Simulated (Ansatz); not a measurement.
K$_{2}$TiF$_{6}$ squeezed and stretched

A database entry relaxed whole under r2SCAN (P-3m1):

```yaml
crystal:
  lattice:
    - [5.70260, 0.00000, 0.00000]
    - [-2.85130, 4.93860, 0.00000]
    - [0.00000, 0.00000, 4.60218]
  atoms:
    - { symbol: K, position: [0.33333, 0.66667, 0.70028] }
    - { symbol: K, position: [0.66667, 0.33333, 0.29972] }
    - { symbol: Ti, position: [0.00000, 0.00000, 0.00000] }
    - { symbol: F, position: [0.15763, 0.84237, 0.22661] }
    - { symbol: F, position: [0.15763, 0.31527, 0.22661] }
    - { symbol: F, position: [0.68473, 0.84237, 0.22661] }
    - { symbol: F, position: [0.84237, 0.15763, 0.77339] }
    - { symbol: F, position: [0.31527, 0.15763, 0.77339] }
    - { symbol: F, position: [0.84237, 0.68473, 0.77339] }
```

The cell was scaled uniformly, its shape held, and the atoms relaxed at each volume with plane-wave PAW DFT (Ansatz 0.2.0; r2SCAN, 500 eV, 6×6×6 Γ-centred mesh, fermi-dirac occupations of width 0.020 eV; no spin, no spin-orbit coupling). One row is withheld.

| volume (Å³/atom) | energy over the lowest (meV/atom) | pressure (GPa) | gap over mesh and path (eV) |
| --- | --- | --- | --- |
| 13.537 | 6.4 | 2.56 | 5.497 |
| 13.825 | ? | ? | ? |
| 14.113 | 0.6 | 0.73 | 5.479 |
| 14.401 | 0.0 | 0.00 | 5.472 |
| 14.689 | 0.6 | -0.63 | 5.468 |
| 14.977 | 2.2 | -1.18 | 5.462 |
| 15.265 | 4.8 | -1.65 | 5.457 |

Question: Fit the pressures of the other rows to the third-order Birch-Murnaghan form.

Answer: With f = [(V₀/V)^(2/3) − 1]/2 and P = 3B₀f(1 + 2f)^(5/2)[1 + 3(B₀′ − 4)f/2], least squares gives V₀ = 14.40 Å³ an atom, B₀ = 34.1 GPa and B₀′ = 6.3; the rows miss the fit by less than 0.01 GPa. The slope of the energies differs from these pressures by less than 0.05 GPa.

Question: How does the gap move with volume?

Answer: A parabola in ln(V/V₀) through the other rows has the slope dE_g/d ln V = -0.3 eV at V₀, so by B₀ the gap moves by +10 meV a GPa at this fixed shape: it widens under pressure.

Question: What does the withheld row hold?

Answer: The fit gives 1.58 GPa at 13.825 Å³; the run gave 1.58 GPa and 2.7 meV an atom. Its gap is 5.487 eV, against 5.488 eV from the parabola.

Caveats: the shape of the cell was held, so B₀ is an upper bound where the axes differ in stiffness; 0 K, fixed nuclei; the symmetry was kept, and this need not be the phase that is stable at 0 K; one mesh for all volumes; r2SCAN gaps lie as a rule under measured ones; the slope of the gap can be off by tens of per cent, more where shallow d levels or spin-orbit coupling act on the edges; pressure is positive in compression.
